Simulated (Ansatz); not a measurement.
Consider the following.

CoPtAu:
```xyz
3
Lattice="2.7489 0.0000 0.0000 -1.3744 2.3806 0.0000 0.0000 0.0000 6.6134" Properties=species:S:1:pos:R:3 pbc="T T T"
Co     0.0000     0.0000     0.0461
Pt     0.0000     1.5871     2.0599
Au     1.3744     0.7935     4.5074
```
The run is spin-polarised; directions of the spins, atom by atom: ↑ 0 0.

This is the PBEsol-relaxed structure.

Question: All from PBEsol (plane waves, PAW; program Ansatz), unless another level is named. Estimate the density of states at the Fermi level.

Answer: 1.0 states/eV per atom (mean over ±0.08 eV).

Question: Predict the formation energy from the elements (no fitted shifts).

Answer: 0.100 eV/atom.

Space group P3m1. The start of the workflow was typed in or built on a structure type; neither database checked (COD, Materials Project) lists it. Whether it is the stable phase at ambient conditions was not checked. The cell was relaxed with PBEsol under the symmetry of its start; whether a distortion lowers the energy is not shown. Spin order of the final state: ferromagnetic, the only order run, not a proven ground state. The references are the lowest solids computed at this level, not always the standard phases. Spin–orbit coupling is left out wherever it is not named.

Potentials: the later of the program's two PAW sets.
